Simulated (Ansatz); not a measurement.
A distorted cell of La (dhcp type, space group P6_3/mmc):

```
CELL_PARAMETERS angstrom
      3.88935     0.00000     0.00000
     -1.94467     3.36827     0.00000
      0.00000     0.00000    11.70328
ATOMIC_POSITIONS crystal
  La 0.00000 0.00000 0.00000
  La 0.00000 0.00000 0.50000
  La 0.33333 0.66667 0.25000
  La 0.66667 0.33333 0.75000
```

The numbers are results of r2SCAN (plane waves to 500 eV, PAW, scalar-relativistic; Ansatz, a program for electronic structure), not measurements. k mesh 14×14×4 (Γ-centred), Fermi-Dirac smearing 0.05 eV. E stands for the smeared free energy. Stress and pressure are positive under compression. With partly filled bands, the response to shear is sensitive to the k mesh, so small differences along c/a are uncertain. La is run without spin polarisation. La was relaxed with its symmetry unable to fall.

### Question
What is the stress tensor (GPa)?

### Answer
```
   -1.3      0.0      0.0
    0.0     -1.3      0.0
    0.0      0.0      0.8
```
The pressure, a third of the trace, is -0.6 GPa.

### Question
It is the relaxed cell deformed to V/V₀ = 1.027, (c/a)/(c/a)₀ = 0.947, c along z, fractional positions held. What is its energy relative to the relaxed cell?

### Answer
11 meV/atom.

(A scan under strain: stresses follow from slopes of the energy per volume, elastic moduli from its curvatures.)
